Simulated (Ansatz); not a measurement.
Mg:
```xyz
7
Lattice="5.7507 0.0000 0.0000 -2.8753 4.9802 0.0000 0.0000 0.0000 5.6958" Properties=species:S:1:pos:R:3 pbc="T T T"
Mg     0.0000     0.0000     1.4455
Mg     0.0000     0.0000     4.2503
Mg     0.0000     3.3201     2.8479
Mg     2.8753     1.6601     2.8479
Mg    -1.4377     2.4901     0.0000
Mg     2.8753     0.0000     0.0000
Mg     1.4377     2.4901     0.0000
```

Relaxed with r²SCAN.

Tabulate the valence density and the electron localisation function along the shortest Mg–Mg contact (2.80 Å), the program Ansatz at the r²SCAN level (PAW).



| distance from Mg (Å) | density (e/Å³) | ELF |
|---|---|---|
| 0.28 | 17.67 | 0.32 |
| 0.42 | 8.15 | 0.42 |
| 0.56 | 2.54 | 0.41 |
| 0.70 | 0.58 | 0.21 |
| 0.84 | 0.20 | 0.07 |
| 0.98 | 0.14 | 0.07 |
| 1.12 | 0.12 | 0.24 |
| 1.26 | 0.12 | 0.56 |
| 1.40 | 0.12 | 0.68 |
| 1.54 | 0.12 | 0.56 |
| 1.68 | 0.12 | 0.24 |
| 1.82 | 0.14 | 0.07 |
| 1.96 | 0.20 | 0.07 |
| 2.10 | 0.58 | 0.21 |
| 2.24 | 2.54 | 0.41 |
| 2.38 | 8.15 | 0.42 |
| 2.52 | 17.67 | 0.32 |

The density is the valence pseudo-density with augmentation charge, so density and ELF within about 1 Å of a nucleus are not all-electron values.

Space group P6/mmm. The start of the workflow was typed in or built on a structure type; the Crystallography Open Database copy checked does not list it. It is not the phase usual at ambient conditions (space group No. 194). The r²SCAN relaxation kept the symmetry of its start; whether a distortion lowers the energy is not shown.

Potentials: the later of the program's two PAW sets.
